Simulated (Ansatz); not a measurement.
Sb (A7 type, space group R-3m)

```yaml
crystal:
  lattice:
    - [2.16065, 1.24745, 3.67987]
    - [-2.16065, 1.24745, 3.67987]
    - [0.00000, -2.49490, 3.67987]
  atoms:
    - { symbol: Sb, position: [0.23638, 0.23638, 0.23638] }
    - { symbol: Sb, position: [0.76362, 0.76362, 0.76362] }
```

This relaxed cell (volume V₀) is scaled evenly in all directions, its shape held. The atoms relax within the cell's symmetry.

All values below come from PBE-D3(BJ) (plane waves to 420 eV, PAW, scalar-relativistic; Ansatz, a quantum-chemistry and plane-wave program). k mesh 13×13×13 (Γ-centred), Fermi-Dirac smearing 0.05 eV. Compression counts positive. Sb was relaxed with its symmetry unable to fall. Spin-orbit coupling is left out, though Sb is heavy.

At one point of the scan the stress tensor (GPa) is:

```
   -1.9      0.0      0.0
    0.0     -1.9      0.0
    0.0      0.0     -1.3
```

### Question
Which point is it?
(A) V/V₀ = 1.080
(B) V/V₀ = 1.040
(C) V/V₀ = 1.120
(D) V/V₀ = 1.160

### Answer
B, V/V₀ = 1.040

(A scan under strain: stresses follow from slopes of the energy per volume, elastic moduli from its curvatures.)
